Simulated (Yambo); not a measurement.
A G0W0@PBEsol run in Yambo for NaAlS₂O₈ (space group C2/m, No. 12) (2×2×2 Γ-centred k mesh, bands 2 to 222 and a 7 Ry block in the screening, 222 bands in G with the Bruneval-Gonze terminator, plasmon pole fitted at 27.2 eV) gives these matrix elements, in eV, at the band edges ((-0.5, -0.5, 0) → Γ):

| state | E0 | <Vxc> | <Σx> | <Σc(E0)> | Z |
|---|---|---|---|---|---|
| valence edge | 0.000 | -20.392 | -26.178 | 3.837 | 0.822 |
| conduction edge | 5.534 | -12.866 | -7.894 | -3.390 | 0.869 |

**Question.** Solve the linearised quasiparticle equation for both states, give the gap, and say how exchange and correlation each act on it.

**Answer.** E = E0 + Z(Σx + Σc − Vxc). Valence: 0.000 + 0.822 × (-26.178 + (3.837) − (-20.392)) = -1.60 eV. Conduction: 5.534 + 0.869 × (-7.894 + (-3.390) − (-12.866)) = 6.91 eV. The gap is 8.51 eV, against 5.53 eV in PBEsol. Replacing Vxc by bare exchange alone would open it by 10.76 eV; correlation takes back 7.23 eV of that, and Z scales what is left. Nearest settings tried, and what they do to the gap: 147 bands in G: -7 meV; 147 bands in W, 147 bands in G: +52 meV; 6 Ry block (263 vectors against 311): -24 meV; 2×2×1 mesh: -27 meV. So the settings aren't converged at that level. The k mesh is coarse. 

Geometry of the Materials Project entry, not relaxed at this level; primitive cell a = b = 4.711 Å, c = 7.309 Å, α = β = 92.54°, γ = 65.06°.

The structure is a Materials Project entry; no match was found in the copy of COD used, and its stability was not checked.
